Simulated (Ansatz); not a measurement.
Relaxed-ion elastic tensor of NiSe (NiAs type, P6_3/mmc) in GPa (Voigt order), the program Ansatz at the LDA level (PAW); density 8.00 g/cm³, 14.29 Å³ per atom.

```
 206   137   112   0.0   0.0   0.0
 137   206   112   0.0   0.0   0.0
 112   112   222   0.0   0.0   0.0
 0.0   0.0   0.0  25.6   0.0   0.0
 0.0   0.0   0.0   0.0  25.6   0.0
 0.0   0.0   0.0   0.0   0.0  34.4
```

Q: Is the crystal mechanically stable?

A: Yes: the smallest eigenvalue of C is 25.6 GPa.

Q: Work out the Voigt, Reuss and Hill averages.

A: K_V = 150, K_R = 150, K_H = 150; G_V = 35.3, G_R = 32.5, G_H = 33.9 GPa.

Q: Give Young's modulus, Poisson's ratio, Pugh's ratio and the universal anisotropy index.

A: E = 9KG/(3K + G) = 94.6 GPa; ν = 0.40; K/G = 4.43 (ductile by the Pugh limit of 1.75); A_U = 5G_V/G_R + K_V/K_R − 6 = 0.44.

Q: Estimate the sound speeds and the Debye temperature.

A: v_l = √((K + 4G/3)/ρ) = 4940 m/s, v_t = √(G/ρ) = 2060 m/s, mean 2330 m/s; Θ = (h/k)(3n/4πV)^(1/3) v_m = 286 K.

Q: Solve the Christoffel equation for the three sound speeds along x, y, z.

A: Eigenvalues of C_ijkl n_j n_l equal ρv². In km/s, slowest first: x 1.79, 2.07, 5.07; y 1.79, 2.07, 5.07; z 1.79, 1.79, 5.27.

Q: How much does each axis shrink under pressure?

A: Linear compressibilities β_i = Σ_j S_ij (j = 1 to 3): x 2.2, y 2.2, z 2.3 per TPa.

The first step of the workflow began from a Materials Project structure, measured or hypothetical; the Crystallography Open Database files this formula in space group No. 194, but the cells were not matched. Its standing as an ambient phase is unchecked. The cell was relaxed with LDA under the symmetry of its start; of distortions, only those at the zone centre were tested. No spin polarisation was allowed. As this level gives no gap, shear constants depend on the k-mesh and smearing (Fermi–Dirac, 0.1 eV here).

Potentials: the later of the program's two PAW sets.
